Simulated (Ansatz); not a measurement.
**MoP₂: computed property card**

MoP$_{2}$:
```cif
data_Mo2P4
_chemical_formula_sum 'Mo2 P4'
_space_group_name_H-M_alt 'P 1'
_space_group_IT_number 1
_cell_length_a 5.78445
_cell_length_b 5.78445
_cell_length_c 4.95336
_cell_angle_alpha 90.000
_cell_angle_beta 90.000
_cell_angle_gamma 148.668
loop_
_space_group_symop_operation_xyz
  'x, y, z'
loop_
_atom_site_label
_atom_site_type_symbol
_atom_site_fract_x
_atom_site_fract_y
_atom_site_fract_z
_atom_site_occupancy
Mo1 Mo 0.90677 0.09323 0.49775 1
Mo2 Mo 0.09323 0.90677 0.99775 1
P1 P 0.56991 0.43009 0.37987 1
P2 P 0.43009 0.56991 0.87987 1
P3 P 0.29681 0.70319 0.19739 1
P4 P 0.70319 0.29681 0.69739 1
```

Space group Cmc2_1 (No. 36); conventional cell a = 3.1240 Å, b = 11.1391 Å, c = 4.9534 Å, α = 90.00°, β = 90.00°, γ = 90.00°.

Method: PBEsol in the plane-wave PAW code Ansatz. Structure relaxed to zero pressure with the same functional. Other levels are named where they apply.

### Cell and energy

- Volume per atom: 14.36 Å³
- Density: 6.08 g/cm³
- Formation energy from the elements (no fitted shifts): -0.64 eV/atom

### Electronic structure

- Electronic character = metallic (no gap)
- Density of states at the Fermi level = 0.18 states/eV per atom (mean over ±0.08 eV)

### Mechanics

* **Bulk modulus (Birch–Murnaghan fit)**: 188 GPa
* **Pressure derivative B′**: 4.0

The workflow started from a Materials Project entry (that database holds measured and hypothetical structures alike); the Crystallography Open Database copy checked does not list it. Its standing as an ambient phase is unchecked. The cell was relaxed with PBEsol under the symmetry of its start; its stability against distortions is not shown here. The run is not spin-polarised. The references are the lowest solids computed at this level, not always the standard phases. Scalar-relativistic: spin–orbit coupling is off unless named, which matters more the heavier the elements.

Potentials: the later of the program's two PAW sets.
